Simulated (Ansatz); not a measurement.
SnAu:
```xyz
4
Lattice="4.3371 0.0000 0.0000 -2.1685 3.7560 0.0000 0.0000 0.0000 5.5467" Properties=species:S:1:pos:R:3 pbc="T T T"
Sn     2.1685     1.2520     4.1600
Sn     0.0000     2.5040     1.3867
Au     0.0000     0.0000     2.7734
Au     0.0000     0.0000     0.0000
```

Relaxed with PBEsol. Special points in fractions of this cell's reciprocal vectors: Γ (0.000, 0.000, 0.000); M (0.500, 0.000, 0.000); K (0.333, 0.333, 0.000); A (0.000, 0.000, 0.500); L (0.500, 0.000, 0.500); H (0.333, 0.333, 0.500).

**Question.** List the band energies nearest the Fermi level at these points for the program Ansatz at the PBEsol level (PAW).

**Answer.** In eV from the Fermi level; about four levels below and three above (degenerate sets whole), none deeper than 8.9 eV; points with the same levels are listed once.

```tsv
k	below	above
Γ	-4.72 -4.72 -3.77 -3.77 -0.89	0.86 0.86 2.84
M	-2.15 -1.89 -1.84 -1.17	0.76 3.62 4.71
K	-3.80 -3.80 -1.32 -0.21 -0.21	0.95 0.95 1.51
A	-4.82 -4.82 -4.82 -4.82	0.05 0.05 2.55 2.55 2.55 2.55
L	-4.45 -4.45 -3.89 -3.89	0.55 0.55 1.62 1.62
H	-3.27 -3.27 -2.27 -2.27	4.98 4.98 5.87 5.87
```

Space group P6_3/mmc (NiAs type). The workflow started from a Materials Project entry (that database holds measured and hypothetical structures alike); the Crystallography Open Database files this formula in space group No. 194, but the cells were not matched. Its standing as an ambient phase is unchecked. Symmetry was held in the PBEsol relaxation; of distortions, only those at the zone centre were tested. Spin–orbit coupling is left out wherever it is not named.

Potentials: the later of the program's two PAW sets.
